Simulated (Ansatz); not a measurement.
NiSb (CsCl type, space group No. 221) under volume change, DFT-PBEsol in the program Ansatz with PAW potentials, scaled uniformly.

```csv
V (Å³/atom),E − E(relaxed) (meV/atom),P (GPa)
15.081,61.6,14.59
15.578,25.5,8.82
16.075,[?],[?]
16.573,0.0,0.00
17.070,[?],[?]
17.567,20.0,-6.13
18.064,42.9,-8.57
```

Some entries are withheld; supply them.


- 16.075, E − E(relaxed) (meV/atom): 5.9
- 16.075, P (GPa): 3.96
- 17.070, E − E(relaxed) (meV/atom): 5.2
- 17.070, P (GPa): -3.29

What does a third-order Birch–Murnaghan fit give for V₀, B₀ and B′?

V₀ = 16.57 Å³/atom, B₀ = 122 GPa, B′ = 4.9.

Space group Pm-3m (CsCl type). A made-up cell: these elements were put on the sites of a structure type; neither database checked (COD, Materials Project) lists it. COD files the formula under space group No. 194. Its standing as an ambient phase is unchecked. The PBEsol relaxation kept the symmetry of its start; its stability against distortions is not shown here. The workflow began spin-polarised and lost its moments. Spin–orbit coupling is left out wherever it is not named.

Potentials: the earlier of the program's two PAW sets. The files were generated under PBE; for other functionals the program regenerates the frozen cores, and for LDA and PBEsol the local potential too.
